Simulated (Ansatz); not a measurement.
Structure types of Sr compared at 23 GPa

Structure types of Sr are relaxed in primitive cells with their symmetry kept at 23 GPa, on PAW files; LAPW relaxes the small cells further and takes the PAW cell for the others (marked *). The enthalpy is E + pV at zero temperature, without zero-point motion. Only the types listed were tried, and differences under about 5 meV/atom are mesh noise. The real phase may be another.

Level of theory: DFT with PBEsol, scalar-relativistic, in Ansatz 0.2.0; Fermi–Dirac smearing of 0.05 eV, no spin polarisation. LAPW: all electrons, basis error target 0.5 meV/atom; PAW: frozen-core files, cutoff 420 eV.

k meshes: fcc 14×14×14, bcc 15×15×15, hcp 13×13×7, simple hexagonal 14×14×13, dhcp 11×11×3, omega 7×7×10.

The PAW files were made under PBE.

| start type | ends as | a, b, c (Å) | V (Å³/atom) | H − H(lowest), LAPW (meV/atom) |
| --- | --- | --- | --- | --- |
| fcc | fcc, Fm-3m | 4.692, 4.692, 4.692 | 25.82 | ? |
| bcc | bcc, Im-3m | 3.742, 3.742, 3.742 | 26.19 | 0.0 |
| hcp | hcp, P6_3/mmc | 3.323, 3.323, 5.354 | 25.60 | 6.9 |
| simple hexagonal | simple hexagonal, P6/mmm | 3.189, 3.189, 2.888 | 25.43 | ? |
| dhcp* | dhcp, P6_3/mmc | 3.320, 3.320, 10.794 | 25.76 | 30.0 |
| omega | omega, P6/mmm | 5.345, 5.345, 3.136 | 25.87 | 74.9 |

Question: Fill in "H − H(lowest), LAPW (meV/atom)" for the row "fcc".

Answer: 35.0.

Question: What belongs in the row "simple hexagonal", column "H − H(lowest), LAPW (meV/atom)"?

Answer: 99.5.

Question: Would hcp gain on bcc at higher pressure?

Answer: Yes: dH/dp = V, and its volume is smaller by 0.59 Å³/atom. Held constant, that would close the gap after about 1.9 GPa more, a rough figure, since the volume difference changes with pressure.
